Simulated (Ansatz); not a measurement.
The cell below belongs to a search over invented structures; it isn't taken from experiment.

Input and command of a plane-wave DFT calculation in Ansatz:

```yaml
crystal:
  lattice:
    - [2.742080287, -2.6927167937, 0.0172767435]
    - [2.742080287, 2.6927167937, 0.0172767435]
    - [-0.8420505861, 0.0, 7.4741203243]
  atoms:
    - { symbol: Na, position: [0.0327984079, 0.3189032662, 0.8929690429] }
    - { symbol: Na, position: [0.6810967338, 0.9672015921, 0.1070309571] }
    - { symbol: Na, position: [0.4921431636, 0.6225507415, 0.7048407691] }
    - { symbol: Na, position: [0.3774492585, 0.5078568364, 0.2951592309] }
    - { symbol: Ti, position: [0.9564598311, 0.0435401689, 0.5] }
    - { symbol: O, position: [0.9678011252, 0.5450035675, 0.5392024168] }
    - { symbol: O, position: [0.4549964325, 0.0321988748, 0.4607975832] }
    - { symbol: O, position: [0.5368644905, 0.4631355095, 0.0] }
basis:
  ecutwfc: 420
kpoints:
  mp_grid: { grid: [8, 8, 4] }
hamiltonian:
  xc: pbe
scf:
  occupations: { method: gaussian, width: 0.1 }
output:
  forces: true
  stress: true
  eigenvalues: true
relax:
  adjacent_minimum: "off"
  f_tol: 0.01
  max_steps: 30
  cell: { stress_tol: 0.1, fix: [volume] }
```

```bash
ansatz run input.yaml --threads 1 --pin off --max-ram 2560MiB --backend cpu --events-out ev --progress --plain --runs-dir out
```

Processor: Intel(R) Xeon(R) Processor @ 2.70GHz, 1 thread, on a host shared with other jobs.

**Question.** How long does it run, and how much memory does it take?

**Answer.** About 2.5 min, peak memory 0.56 GiB. It solves 41 bands at 78 k points (after reduction by symmetry) with about 2181 plane waves, in 43 SCF iterations over 6 ionic steps.
